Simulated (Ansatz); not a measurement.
**BaBiO₃, first-principles data**

BaBiO3:
```xyz
10
Lattice="5.2425 3.0298 0.0000 -5.2425 3.0298 0.0000 -3.5456 0.0000 5.0062" Properties=species:S:1:pos:R:3 pbc="T T T"
Ba    -5.2587     3.0298     3.7048
Ba     1.7131     3.0298     1.3014
Bi     0.0000     0.0000     0.0000
Bi    -1.7728     3.0298     2.5031
O     -3.1533     3.0298     0.8968
O     -0.3923     3.0298     4.1094
O     -2.9359     1.5531     3.4723
O     -0.6096     1.5531     1.5339
O     -0.6096     4.5066     1.5339
O     -2.9359     4.5066     3.4723
```

Space group C2/m (No. 12); conventional cell a = 10.4851 Å, b = 6.0597 Å, c = 6.1346 Å, α = γ = 90.00°, β = 125.31°.

Method: plane-wave PAW LDA (Ansatz code). Geometry: relaxed at this level of theory. Other levels are named where they apply.

Cell and energy:

- Volume per atom = 15.90 Å³
- Density = 8.23 g/cm³
- Formation energy from the elements (no fitted shifts) = -1.96 eV/atom

Electronic structure:

* **Band gap**: 0.07 eV (indirect)
* **Valence-band maximum**: on the D2–A line, 3 % of the way from D2 (k = 0.245, 0.245, -0.500 in fractions of the reciprocal vectors)
* **Conduction-band minimum**: at A (k = 0.000, 0.000, 0.500 in fractions of the reciprocal vectors)
* **Smallest direct gap on the standard path**: 0.99 eV
* **Electron effective mass**: 0.14, 0.40, 0.44 mₑ (principal values)
* **Hole effective mass**: 0.47, 0.47, 2.5 mₑ (principal values)

Mechanics:

Bulk modulus (Birch–Murnaghan fit): 126 GPa
Pressure derivative B′: 4.6
Elastic constants (relaxed ions, GPa): C11 = 205, C22 = 198, C33 = 200, C12 = 73.5, C13 = 102, C23 = 96.7, C44 = 28.1, C55 = 63.1, C66 = 34.4, C15 = 6.4, C25 = -16.0, C35 = -13.8, C46 = -1.8
Mechanical stability: stable (all eigenvalues of C positive)
Hill bulk and shear moduli: 127 and 44.5 GPa
Young's modulus: 120 GPa
Poisson's ratio: 0.34
Debye temperature from the elastic constants: 309 K

Phonons:

* **Highest zone-centre frequency (without LO–TO term)**: 506 cm⁻¹
* **Zone-centre stability**: no imaginary mode at Γ

The workflow started from an entry of the Crystallography Open Database (COD), which files this formula under 4 space groups. Whether it is the stable phase at ambient conditions was not checked. Symmetry was held in the LDA relaxation. The references are the lowest solids computed at this level, not always the standard phases (solids in place of the gases). Spin–orbit coupling is left out wherever it is not named.

Potentials: the later of the program's two PAW sets.
